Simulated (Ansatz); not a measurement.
## Notes on TiTe₂

```yaml
crystal:
  lattice:
    - [3.82276, 0.00000, 0.00000]
    - [-1.91138, 3.31061, 0.00000]
    - [0.00000, 0.00000, 6.62612]
  atoms:
    - { symbol: Ti, position: [0.00000, 0.00000, 0.00000] }
    - { symbol: Te, position: [0.33330, 0.66670, 0.25000] }
    - { symbol: Te, position: [0.66670, 0.33330, 0.75000] }
```

Single point in Ansatz 0.2.0 with r2SCAN, no spin polarisation. Cutoff 500 eV, PAW datasets, 8×8×4 Γ-centred k mesh, methfessel-paxton filling (width 0.079 eV).

**Question.** What do density and ELF say about some of the short contacts?

**Answer.** Ti–Te at 2.76 Å: least valence density 0.34 e/Å³ and ELF 0.45 there. These are pseudo-fields; inside the PAW spheres they differ from the all-electron ones.

**Question.** What is the formation energy?

**Answer.** -0.83 eV an atom against the elements' usual phases (free molecules for gases, crystals otherwise, with no correction for O₂ or N₂), so it is bound against them; other compounds may still compete. Relaxing would lower it.

**Question.** What does the stress say?

**Answer.** The pressure is 0.9 GPa (compression positive), so with the atoms held at these fractions the cell would first expand.

**Question.** Which atom feels the largest force, and which way?

**Answer.** The largest is on Te3 (and as large on other atoms): 0.21 eV/Å, components (0.00, 0.00, -0.21). It makes 127° with the line to a nearest neighbour, Ti1 at 2.76 Å.

**Question.** Metal or insulator?

**Answer.** It is a metal, with about 0.87 states/eV a cell as the mean within 0.25 eV of the Fermi level, mostly Ti d (69 %) and Te p (26 %).

Origin: a database entry at a rescaled volume.
